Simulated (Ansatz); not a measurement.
SnTe (rock salt)

```yaml
crystal:
  lattice:
    - [0.00000, 3.20463, 3.20463]
    - [3.20463, 0.00000, 3.20463]
    - [3.20463, 3.20463, 0.00000]
  atoms:
    - { symbol: Te, position: [0.00000, 0.00000, 0.00000] }
    - { symbol: Sn, position: [0.50000, 0.50000, 0.50000] }
```

Equation-of-state scan: isotropic scaling of the cell above, V₀ being its volume. Symmetry pins the atoms to their sites.

Method: PBE (plane waves to 420 eV, PAW, scalar-relativistic; Ansatz, an electronic-structure program). k mesh 13×13×13 (Γ-centred), Fermi-Dirac smearing 0.05 eV. E stands for the smeared free energy. Stress and pressure are positive under compression. SnTe was relaxed with its symmetry unable to fall. Spin-orbit coupling is left out, though Te is heavy. The PAW data are Ansatz's earlier set. The zero of ΔE is the relaxed starting cell.

| V (Å³/atom) | ΔE (meV/atom) |
|---|---|
| 29.619 | 50.4 |
| 30.278 | withheld |
| 30.936 | 16.8 |
| 31.594 | 7.2 |
| 32.252 | 1.7 |
| 32.910 | 0.0 |
| 33.569 | 1.6 |
| 34.227 | 6.2 |
| 34.885 | 13.4 |
| 35.543 | 23.1 |
| 36.202 | 34.9 |

**Question.** Fit a third-order Birch-Murnaghan form (E₀, V₀, B₀, B₀′ free) to the given rows and predict ΔE at V = 30.278.

**Answer.** Least squares on the 10 given rows: ΔE = E₀ + (9V₀B₀/16)·y²·[2 + (B₀′ − 4)y], y = (V₀/V)^(2/3) − 1, with V₀ = 32.913 Å³/atom, B₀ = 40.46 GPa (160.2 GPa = 1 eV/Å³; the term in eV is multiplied by 1000), B₀′ = 4.45, E₀ = 0.00 meV/atom; root-mean-square residual 0.02 meV/atom. At 30.278 the fit gives 31.0 meV/atom; the calculation gives 31.0 meV/atom, the same to the digits shown. For the pressure the fit gives 4.07 GPa against the computed 4.07 GPa.

(A scan under strain: stresses follow from slopes of the energy per volume, elastic moduli from its curvatures.)
